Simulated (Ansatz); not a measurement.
## Polymorphs of Re

4 relaxations of Re ended in 3 distinct structures. Computed with r2SCAN (plane waves to 500 eV, PAW, scalar-relativistic; Ansatz, a first-principles code).

```csv
#,space group,Pearson,type,E − E(lowest) (eV/atom),V (Å³/atom),coordination,runs ending here
1,P6₃/mmc,hP2,hcp (Mg type),0.00,14.70,Re 12 (anticuboctahedral),1
2,Fm-3m,cF4,fcc (Cu type),0.06,14.74,Re 12 (cuboctahedral),1
3,Im-3m,cI2,bcc (W type),0.28,14.83,Re 8 (cubic)+6,2
```

Coordination numbers (neighbours up to the widest gap in distance over summed covalent radii, below 1.35; n+m marks a second, longer set). All are gapless at this level. P6₃/mmc, hP2, hcp (Mg type) is the lowest of the structures calculated here.

Space group P6₃/mmc (No. 194); a = b = 2.758 Å, c = 4.463 Å, α = β = 90.00°, γ = 120.00°

```tsv
atom	site	symmetry	x	y	z
Re	2d	-6m2	0.6667	0.3333	0.2500
```

Each run could gain symmetry but not lose that of its start, so entries can be saddle points. From databases, or of a type measured for this composition: P6₃/mmc, hP2, hcp (Mg type); Fm-3m, cF4, fcc (Cu type); the others are generated cells (placed on structure types, drawn at random, substituted or restacked) that were not matched to a known phase here. Static energies at zero pressure. Each cell has its own k-point mesh; energy differences are given only to the digits this allows. No spin polarisation in the result.
